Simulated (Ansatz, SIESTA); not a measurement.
Given: the input of a run of Ansatz 0.2.0 on MgGe2. Atoms were shifted at random by some hundredths of an Å from the given cell, which wasn't relaxed again for these runs. The cell comes from a database or a generator and needn't be the stable form of this composition.

input.yaml

```yaml
crystal:
  lattice:
    - [5.521485, -1.849846, 0.0]
    - [5.521485, 1.849846, 0.0]
    - [-3.217625, 0.0, 6.007774]
  atoms:
    - { symbol: Ge, position: [0.533938, 0.529769, 0.299427] }
    - { symbol: Ge, position: [0.466081, 0.478167, 0.703641] }
    - { symbol: Ge, position: [0.880631, 0.877136, 0.987632] }
    - { symbol: Ge, position: [0.119158, 0.123192, 0.020388] }
    - { symbol: Mg, position: [0.809091, 0.817094, 0.352026] }
    - { symbol: Mg, position: [0.178737, 0.18413, 0.652926] }
hamiltonian:
  xc: pbe
  pseudopotentials: { kind: paw }
kpoints:
  mp_grid: { grid: [8, 8, 5] }
scf:
  occupations: { method: fermi_dirac, width: 0.05 }
output:
  forces: true
  stress: true
  eigenvalues: true
  write_density: true
  write_potential: true
  elf: true
  volumetric_format: npy
```

Potentials or basis: Ansatz PAW.

Command:

```console
$ ansatz run input.yaml --threads 2 --pin off --max-ram 5120MiB --backend cpu --events-out ev --progress --plain --runs-dir out
```

**Question.** What does the same run look like in SIESTA 5.4.2? Potentials or basis there: files PseudoDojo sr-pbe-0.4.1-standard, DZP (energy shift 0.003 Ry; two zetas on semicore shells).

**Answer.** As run (cutoffs and basis follow the program's own potentials, and thresholds, step limits or extra output files can differ):

Contents of MgGe2.fdf:

```
SystemName                      MgGe2
SystemLabel                     MgGe2
NumberOfSpecies                 2
NumberOfAtoms                   6
%block ChemicalSpeciesLabel
  1  32 Ge
  2  12 Mg
%endblock ChemicalSpeciesLabel

LatticeConstant                 1.0 Ang
%block LatticeVectors
     5.5214850000    -1.8498460000     0.0000000000
     5.5214850000     1.8498460000     0.0000000000
    -3.2176250000     0.0000000000     6.0077740000
%endblock LatticeVectors
AtomicCoordinatesFormat         Fractional
%block AtomicCoordinatesAndAtomicSpecies
     0.5339380000     0.5297690000     0.2994270000  1  Ge
     0.4660810000     0.4781670000     0.7036410000  1  Ge
     0.8806310000     0.8771360000     0.9876320000  1  Ge
     0.1191580000     0.1231920000     0.0203880000  1  Ge
     0.8090910000     0.8170940000     0.3520260000  2  Mg
     0.1787370000     0.1841300000     0.6529260000  2  Mg
%endblock AtomicCoordinatesAndAtomicSpecies

%block kgrid.MonkhorstPack
    8   0   0  0.0
    0   8   0  0.0
    0   0   5  0.0
%endblock kgrid.MonkhorstPack
XC.Functional                   GGA
XC.Authors                      PBE
PAO.BasisSize                   DZP
PAO.EnergyShift                 0.003 Ry
Mesh.Cutoff                     800 Ry
OccupationFunction              FD
ElectronicTemperature           0.05 eV
MaxSCFIterations                120
SCF.MustConverge                false
SCF.Mixer.Method                Pulay
SCF.Mixer.Weight                0.25
SCF.Mixer.History               8
SCF.DM.Tolerance                5.0e-05
SCF.H.Tolerance                 1.0e-03 eV
WriteForces                     true
Charge.Mulliken                 end
%block PAO.Basis
  Ge 4
  n=4 0 2
    5.972 0.000
  n=4 1 2
    8.196 0.000
  n=3 2 2
    3.189 0.000
  n=4 2 1
    8.196
  Mg 4
  n=2 0 2
    2.604 0.000
  n=3 0 2
    8.245 0.000
  n=2 1 2
    2.943 0.000
  n=3 1 1
    8.245
%endblock PAO.Basis
```

Potentials or basis: PseudoDojo 0.4 standard (PBE files), converted to PSML, two zetas on semicore shells, DZP (energy shift 0.003 Ry; two zetas on semicore shells).

Launch:

```bash
$ siesta < MgGe2.fdf > MgGe2.out 2>&1
```

Both were run:

|  | Ansatz | SIESTA |
| --- | --- | --- |
| Pressure | -0.6 GPa | 0.9 GPa |
| Energy over the undisturbed cell | 1.6 meV/atom | 0.2 meV/atom |

Ansatz's pressure holds a Pulay term of +0.02 GPa for its cutoff of 420 eV, which the other run lacks.

Where Ansatz's input types no cutoff or centring, it takes its own default and a Γ-centred mesh.

Pressure is positive in compression.
